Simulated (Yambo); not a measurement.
Yambo run on AgI (zinc blende, space group F-43m, No. 216). The wavefunctions are LDA (pw.x of Quantum ESPRESSO, ONCV potentials, scalar-relativistic) ones on a 4×4×4 mesh (13 occupied bands); a = b = c = 4.486 Å, α = β = γ = 60.00°.

Yambo input:

```
rim_cut
HF_and_locXC
RandQpts= 1000000
RandGvec= 1 Ry
EXXRLvcs= 86 Ry
VXCRLvcs= 344 Ry
% QPkrange
 1 | 1 | 13 | 14 |
 3 | 3 | 13 | 14 |
 7 | 7 | 13 | 14 |
 8 | 8 | 13 | 14 |
%
```

k points by index: 1 = Γ, 3 = L, 7 = X, 8 = W.

The o-*.hf file then holds:

```
#    K-point    Band    Eo [eV]    Ehf [eV]    Vxc [eV]    Vnlxc [eV]
#
    1    13    0.000000    -3.390667    -17.25453    -20.64520
    1    14    1.054404    5.333170    -9.856072    -5.577306
    3    13    -0.837298    -4.458616    -16.38959    -20.01091
    3    14    2.508995    6.927204    -10.48614    -6.067930
    7    13    -2.054603    -6.202119    -15.83211    -19.97962
    7    14    3.224101    6.971264    -9.634093    -5.886930
    8    13    -1.873282    -6.466131    -18.27364    -22.86649
    8    14    4.809571    9.882960    -12.23979    -7.166402
```
Exchange alone, without screening.

Spin-orbit coupling is not included.

Geometry relaxed with LDA.
